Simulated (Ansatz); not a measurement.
CdS (zinc blende, F-43m), plane-wave PAW r²SCAN (Ansatz code). The conduction-band minimum lies at Γ, with 1 equivalent valley. Second derivatives d²E/dk² of the lowest band at one valley (eV·Å²), along Cartesian directions:

```csv
direction,d²E/dk²
[100],50.15
[010],50.15
[001],50.15
[110],50.12
[101],50.12
[011],50.12
```

Task: Find the principal effective masses, the density-of-states mass and the conductivity mass.

Result: Off-diagonal terms follow from H_xy = H[110] − (H_xx + H_yy)/2, and m*/mₑ = 7.620 eV·Å² over each eigenvalue: 0.15, 0.15, 0.15. One valley's DOS mass (m₁m₂m₃)^(1/3) = 0.15, conductivity mass 3/(Σ 1/mᵢ) = 0.15 mₑ.

Task: What effective density of states Nc follows at 300 K for parabolic valleys?

Result: Nc = 2.509e19 × 1 × (0.15)^(3/2) ≈ 1.5e18 cm⁻³.

The r²SCAN relaxation kept the symmetry of its start. Scalar-relativistic: spin–orbit coupling is off unless named, which matters more the heavier the elements.

Potentials: the later of the program's two PAW sets.

Edges and masses are those of Kohn–Sham bands, whose gap is no quasiparticle gap.
